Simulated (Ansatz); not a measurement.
A generated cell, not matched to a known phase here, of Bi2Te3: P-3m1 (No. 164), hP5; a = 4.4100 Å, b = 4.4100 Å, c = 11.0099 Å, α = 90.00°, β = 90.00°, γ = 120.00°; Bi 2d (0.333, 0.667, 0.313); Te 1b (0.000, 0.000, 0.500); Te 2d (0.667, 0.333, 0.158). Level of theory: r2SCAN (plane waves to 500 eV, PAW, scalar-relativistic; Ansatz, an electronic-structure program). Element references, the lowest calculated here: Bi (R-3m), Te (P3₁21).

Total energies (eV/atom, σ → 0; comparable only within this code, potentials and settings):

```csv
phase,E (eV/atom)
Bi2Te3 (P-3m1),-9162.545
Bi (R-3m),-12413.332
Te (P3₁21),-6994.904
```

Q: What is the formation energy of this P-3m1 form of Bi2Te3 from the elements?

A: E_f = -9162.545 − [2 × (-12413.332) + 3 × (-6994.904)] / 5 = -0.27 eV/atom (-1.4 eV per formula unit).

A lower structure of this composition may exist. Known forms of Bi2Te3 include space group No. 166.

Static energies, no anion corrections, no zero-point energy. Values are rounded to 0.01 eV/atom. Not shown to be the ambient phase of their composition (a lower form may be missing, and a cell relaxed within its start's symmetry can be a saddle point): Bi2Te3 (P-3m1). Spin-orbit coupling is missing from these energies, which matters for elements this heavy. The compounds carry no spin polarisation.
